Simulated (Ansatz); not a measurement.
Consider the following.

SiB$_{2}$W$_{2}$:
```xyz
5
Lattice="1.5266 -5.5845 0.0000 1.5266 5.5845 0.0000 0.0000 0.0000 3.1289" Properties=species:S:1:pos:R:3 pbc="T T T"
Si     0.0000     0.0000     0.0000
W      1.5266     1.5251     1.5645
W      1.5266    -1.5251     1.5645
B      1.5266     3.2866     0.0000
B      1.5266    -3.2866     0.0000
```

This is the r²SCAN-relaxed structure.

All from the program Ansatz at the r²SCAN level (PAW), unless another level is named. Predict the electronic character.

metallic (no gap).

And the formation energy from the elements (no fitted shifts)?

-0.14 eV/atom.

What about the density of states at the Fermi level?

0.24 states/eV per atom (mean over ±0.08 eV).

Space group Cmmm. The start of the workflow was typed in or built on a structure type; neither database checked (COD, Materials Project) lists it. Whether it is the stable phase at ambient conditions was not checked. The r²SCAN relaxation kept the symmetry of its start; its stability against distortions is not shown here. The run is not spin-polarised. The references are the lowest solids computed at this level, not always the standard phases. Scalar-relativistic: spin–orbit coupling is off unless named, which matters more the heavier the elements.

Potentials: the earlier of the program's two PAW sets.
